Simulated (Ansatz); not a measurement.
Problem. Free-standing sheets of TiN4Si2, MA2Z4 (octahedral core, outer Z over the far inner Z)-type layer and VGe2N4, MA2Z4 (prismatic core, outer Z over the empty site)-type layer are relaxed with plane-wave PAW r²SCAN+D4 (Ansatz code). Aligned at the vacuum level, what band offsets and what type of junction result?

Solution. TiN4Si2: VBM -6.19, CBM -5.25 eV; VGe2N4: VBM -6.03, CBM -5.94 eV. Valence offset 0.16 eV (VGe2N4 higher), conduction offset 0.68 eV (VGe2N4 lower): type I (straddling).

Mismatch of the primitive lattice constants: 2.928 against 2.976 Å, 1.6 %.

Natural alignment of Kohn–Sham levels: no interface dipole, strain or quasiparticle shift.

Spin orders computed, not proven ground states: VGe2N4, MA2Z4 (prismatic core, outer Z over the empty site)-type layer ferromagnetic. All cells were relaxed under the symmetry of their starts (and spin orders); stability against distortions was not tested throughout. Rows with no word on spin ran without spin polarisation. Spin–orbit coupling is left out wherever it is not named. Constructed layers (a layer type filled with these elements): TiN4Si2, MA2Z4 (octahedral core, outer Z over the far inner Z)-type layer; VGe2N4, MA2Z4 (prismatic core, outer Z over the empty site)-type layer.

Potentials: the later of the program's two PAW sets.

Edges and masses are those of Kohn–Sham bands, whose gap is no quasiparticle gap.
